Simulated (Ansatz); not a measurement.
Level of theory: DFT PBE, scalar-relativistic, plane waves, PAW (Ansatz 0.2.0). Settings: cutoff 420 eV, Γ-centred meshes spaced at most about 0.3 Å⁻¹, and about 0.25 Å⁻¹ or finer for metals (2π included), Gaussian smearing. No spin polarisation in the final relaxations.

All energies are static (0 K, no zero-point motion).

Compare these two cells of Si₄P, each relaxed at this level.

A.

```
Si P
1.0
    -3.35696    3.35696    1.67227
     3.35696   -3.35696    1.67227
     3.35696    3.35696   -1.67227
Si P
4 1
Direct
  0.78707 0.50000 0.28707
  0.21293 0.50000 0.71293
  0.50000 0.78707 0.28707
  0.50000 0.21293 0.71293
  0.00000 0.00000 0.00000
```

B.

```
Si P
1.0
    -2.16948    2.16948    4.48840
     2.16948   -2.16948    4.48840
     2.16948    2.16948   -4.48840
Si P
4 1
Direct
  0.75000 0.25000 0.50000
  0.25000 0.75000 0.50000
  0.62683 0.62683 0.00000
  0.37317 0.37317 0.00000
  0.00000 0.00000 0.00000
```

Question: Which form is favoured at zero pressure, and by what margin per atom?

Answer: A is lower, by 144 meV/atom. A has space group I4/mmm (No. 139), 15.1 Å³/atom and no gap on its mesh; B has space group I4/mmm (No. 139), 16.9 Å³/atom and no gap. Counting Si atoms around P (those within 1.25 times the shortest such distance or 1.15 times the sum of covalent radii, 1.27 where that leaves under three; the shortest distance is added where it exceeds 1.18 times the sum of covalent radii), A has P 8 and B has P 18 from 3.1 Å. B holds Si–Si bonds in all directions (shortest 2.28 Å); in A the shortest Si–Si distance is 2.62 Å, near bonding range too. The denser one is the lower, and pressure would at first widen the difference. Even the lower one lies +0.41 eV/atom against the reference forms of the elements (uncorrected), so neither is stable at this level. Both come from invented guesses.

A magnetic state wasn't ruled out in cells without spin, among them I4/mmm at 15.1 Å³/atom, I4/mmm at 16.9 Å³/atom. Cells relaxed within their symmetry can be saddle points.
